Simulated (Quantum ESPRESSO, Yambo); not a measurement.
K$_{2}$Pt (space group Fm-3m, No. 225). Cell and atoms were relaxed with PBEsol from Materials Project entry mp-1062676, within its symmetry. Chain: PBEsol (pw.x of Quantum ESPRESSO, ONCV potentials, with spin-orbit coupling); G0W0 in Yambo (2×2×2 Γ-centred k mesh, bands 9 to 310 and a 7 Ry block in the screening, 310 bands in G with the Bruneval-Gonze terminator, plasmon pole fitted at 27.2 eV); BSE (4×4×4 mesh, 12 valence and 8 conduction bands, static screening with 114 bands and a 4 Ry block, scissor 0.83 eV, Tamm-Dancoff).

| Quantity | Result |
|---|---|
| PBEsol gap (dense path) | 0.97 eV |
| PBEsol gap X → L on the GW mesh | 0.97 eV |
| PBEsol smallest direct gap on the GW mesh, at L | 1.05 eV |
| G0W0 direct gap at that point | 1.88 eV |
| G0W0 correction to the gap X → L | 0.80 eV |
| direct gap on the BSE mesh, with the scissor | 1.88 eV |
| first BSE state allowed for light along x | 1.25 eV |
| lowest BSE state | 1.02 eV |
| binding of the lowest exciton | 0.87 eV |

Rough cost of the Yambo steps against G0W0 for 9 states: BSE about 2×.

Nearest settings tried, and what they do to the gap: 200 bands in W, 200 bands in G: -23 meV; 3 Ry block (65 vectors against 259): -118 meV. Not varied: mesh. So the settings aren't converged at that level. The k mesh is coarse. The BSE states are vertical excitations (zero momentum); the indirect quasiparticle gap, about 1.77 eV, is smaller than the direct one (1.88 eV on the GW mesh). Convergence of the binding with the mesh was not shown.

The structure is a Materials Project entry; no match was found in the copy of COD used, and its stability was not checked.
